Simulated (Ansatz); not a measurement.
Relaxed candidate structures of Si$_{2}$Os:

A. C2/m (No. 12), mS12; a = 8.657 Å, b = 2.977 Å, c = 7.444 Å, α = γ = 90.00°, β = 118.92°; Si 4i (0.395, 0.000, 0.106); Si 4i (0.142, 0.000, 0.528); Os 4i (0.155, 0.000, 0.201)

B. I4/mmm (No. 139), tI6; a = 3.2607 Å, b = 3.2607 Å, c = 7.4764 Å, α = 90.00°, β = 90.00°, γ = 90.00°; Os 2a (0.000, 0.000, 0.000); Si 4e (0.000, 0.000, 0.336)

Problem. Rank these by energy per atom (lowest first), as PBEsol (plane waves to 420 eV, PAW, scalar-relativistic; Ansatz, a program for electronic structure) gives it.

Solution. A (reference, the lowest of the structures calculated here), B (+0.45 eV/atom)

Each run could gain symmetry but not lose that of its start, so entries can be saddle points. From databases, or of a type measured for this composition: C2/m, mS12; the others are generated cells (placed on structure types, drawn at random, substituted or restacked) that were not matched to a known phase here. Static energies at zero pressure. Each cell has its own k-point mesh; energy differences are given only to the digits this allows. No spin polarisation in the result.
